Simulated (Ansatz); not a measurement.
Given:

PtW:
```yaml
crystal:
  lattice:
    - [2.74305, 0.00000, 0.00000]
    - [0.00000, 2.74305, 0.00000]
    - [0.00000, 0.00000, 4.14292]
  atoms:
    - { symbol: Pt, position: [0.00000, 0.00000, 0.00000] }
    - { symbol: W, position: [0.50000, 0.50000, 0.50000] }
```

This is the PBE-relaxed structure.

Problem. All from PBE in the plane-wave PAW code Ansatz, unless another level is named. Give the density of states at the Fermi level.

Solution. 0.72 states/eV per atom (mean over ±0.08 eV).

Problem. Give the formation energy from the elements (no fitted shifts).

Solution. -0.17 eV/atom.

Space group P4/mmm (L1₀ or tetragonal B2). The start of the workflow was typed in or built on a structure type; neither database checked (COD, Materials Project) lists it. Whether it is the stable phase at ambient conditions was not checked. The cell was relaxed with PBE under the symmetry of its start; whether a distortion lowers the energy is not shown. No spin polarisation was allowed. The references are the lowest solids computed at this level, not always the standard phases. Scalar-relativistic: spin–orbit coupling is off unless named, which matters more the heavier the elements.

Potentials: the later of the program's two PAW sets.
